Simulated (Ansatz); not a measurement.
Bulk crystal (Mg) after relaxation:

```cif
data_structure
_symmetry_space_group_name_H-M 'P 1'
_symmetry_Int_Tables_number 1
_cell_length_a 3.1882
_cell_length_b 3.1882
_cell_length_c 5.1085
_cell_angle_alpha 90.000
_cell_angle_beta 90.000
_cell_angle_gamma 120.000
_cell_volume 44.97
loop_
_atom_site_label
_atom_site_type_symbol
_atom_site_fract_x
_atom_site_fract_y
_atom_site_fract_z
_atom_site_occupancy
Mg1 Mg 0.33333 0.66667 0.25000 1
Mg2 Mg 0.66667 0.33333 0.75000 1
```

Miller indices refer to the conventional cell of P6_3/mmc (No. 194), a = 3.188 Å, b = 3.188 Å, c = 5.108 Å, α = 90.00°, β = 90.00°, γ = 120.00°.

The (100) slab of 8 planes, 10.1 Å thick with 15 Å of vacuum as cut; outer planes Mg (top) and Mg (bottom).

Theory: Ansatz 0.2.0, DFT PBEsol, scalar-relativistic, plane waves, PAW. Cutoff 420 eV; k points 11×7×1 on the computed 8-atom cell (Γ-centred); Gaussian smearing, width 0.10 eV; no spin polarisation. A dipole correction removes the field between periodic images along c.

Results for the relaxed slab:

- Surface energy (mean of both faces): 0.99 J/m²
- Work function: 3.74 eV

Relaxation lowers the energy by 0.003 J/m² a face; the largest move is 0.058 Å.

```tsv
plane (bottom to top)	atoms	spacing to next, bulk (Å)	relaxed (Å)	change (%)
1	Mg	1.841	1.796	-2.4
2	Mg	0.920	0.952	+3.4
3	Mg	1.841	1.858	+0.9
4	Mg	0.920	0.941	+2.2
5	Mg	1.841	1.858	+0.9
6	Mg	0.920	0.952	+3.4
7	Mg	1.841	1.796	-2.4
8	Mg
```